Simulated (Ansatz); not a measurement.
# Migration of Au in Si

Level of theory: Ansatz 0.2.0, DFT PBE, scalar-relativistic, plane waves, PAW. (420 eV cutoff, 2×2×2 k-mesh, shifted by half a step, Gaussian smearing of 0.02 eV, no spin polarisation)

Host crystal, relaxed:

```
Si
1.0
     0.00000    2.73505    2.73505
     2.73505    0.00000    2.73505
     2.73505    2.73505    0.00000
Si
2
Direct
  0.75000 0.75000 0.75000
  0.50000 0.50000 0.50000
```

In a supercell of 32 host sites with charge +1, interstitial Au hops to an equivalent place, moving 2.35 Å between the relaxed ends. Climbing-image nudged elastic band at fixed cell with images 0 (start) to 6 (end), the path measured over all atoms, converged to 0.05 eV/Å; the order of the saddle wasn't checked, and the small cell leaves errors of about a tenth of an eV.

Supercell rows in host cell vectors: -1 3 -1; -1 -1 -1; -1 -1 3. Au was set at (0.000, 0.000, 0.000) of the host cell.

At the relaxed start Au has 2 Si at 2.50 Å, 1 Si at 2.51 Å, 1 Si at 2.52 Å, 1 Si at 2.77 Å, 1 Si at 2.78 Å, 3 Si at 2.79 Å, 1 Si at 2.81 Å.

Spin-orbit coupling is left out, which matters for the bands and energies of heavy elements.

(1) How high is the barrier, and where does the atom pass?

Results:

(1) 0.00 eV at image 1, where Au has 2 Si at 2.46 Å, 1 Si at 2.47 Å, 1 Si at 2.63 Å, 2 Si at 2.64 Å, 1 Si at 2.71 Å, 2 Si at 2.98 Å, 1 Si at 2.99 Å. An image lies below the start, so the start isn't the lowest place along this path.

Cost: 1 run of about 20 core-minutes, on AMD EPYC 7R43 (Zen 3) (shared hosts).